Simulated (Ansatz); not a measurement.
Here is the system:

ZrSnTe:
```xyz
6
Lattice="4.0100 0.0000 0.0000 0.0000 4.0100 0.0000 0.0000 0.0000 8.6247" Properties=species:S:1:pos:R:3 pbc="T T T"
Zr     2.0050     0.0000     2.2811
Zr     0.0000     2.0050     6.3436
Sn     0.0000     0.0000     0.0000
Sn     2.0050     2.0050     0.0000
Te     2.0050     0.0000     5.3335
Te     0.0000     2.0050     3.2912
```

This is the LDA-relaxed structure.

### Question
All from plane-wave PAW LDA (Ansatz code), unless another level is named. Estimate the electronic character.

### Answer
metallic (no gap).

### Question
And the density of states at the Fermi level?

### Answer
0.11 states/eV per atom (mean over ±0.08 eV).

### Question
Predict the formation energy from the elements (no fitted shifts).

### Answer
-0.78 eV/atom.

Space group P4/nmm. The first step of the workflow began from a Materials Project structure, measured or hypothetical; the Crystallography Open Database copy checked does not list it. Its standing as an ambient phase is unchecked. Symmetry was held in the LDA relaxation; of distortions, only those at the zone centre were tested. No spin polarisation was allowed. The references are the lowest solids computed at this level, not always the standard phases. Scalar-relativistic: spin–orbit coupling is off unless named, which matters more the heavier the elements.

Potentials: the later of the program's two PAW sets.
